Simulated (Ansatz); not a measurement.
AlRu₃N:
```xyz
5
Lattice="3.9578 0.0000 0.0000 0.0000 3.9578 0.0000 0.0000 0.0000 3.9578" Properties=species:S:1:pos:R:3 pbc="T T T"
Al     0.0000     0.0000     0.0000
Ru     0.0000     1.9789     1.9789
Ru     1.9789     0.0000     1.9789
Ru     1.9789     1.9789     0.0000
N      1.9789     1.9789     1.9789
```

Relaxed with PBEsol. Special points in fractions of this cell's reciprocal vectors: Γ (0.000, 0.000, 0.000); X (0.000, 0.500, 0.000); M (0.500, 0.500, 0.000); R (0.500, 0.500, 0.500).

Task: List the band energies nearest the Fermi level at these points for PBEsol with spin–orbit coupling in the plane-wave PAW code Ansatz.

Result: In eV from the Fermi level; about four levels below and three above (degenerate sets whole), none deeper than 8.9 eV; points with the same levels are listed once.

```tsv
k	below	above
Γ	-0.92 -0.92 -0.92 -0.92	1.11 1.11 1.27 1.27 1.27 1.27
X	-0.27 -0.27 -0.04 -0.04	0.07 0.07 1.21 1.21
M	-0.97 -0.97 -0.23 -0.23	0.11 0.11 0.68 0.68
R	-0.45 -0.45 -0.45 -0.45	0.92 0.92 1.03 1.03 1.03 1.03
```

Space group Pm-3m (anti-perovskite). The start of the workflow was typed in or built on a structure type; neither database checked (COD, Materials Project) lists it. Its standing as an ambient phase is unchecked. Symmetry was held in the PBEsol relaxation; its stability against distortions is not shown here. The workflow began spin-polarised and lost its moments.

Potentials: the earlier of the program's two PAW sets. The files were generated under PBE; for other functionals the program regenerates the frozen cores, and for LDA and PBEsol the local potential too.
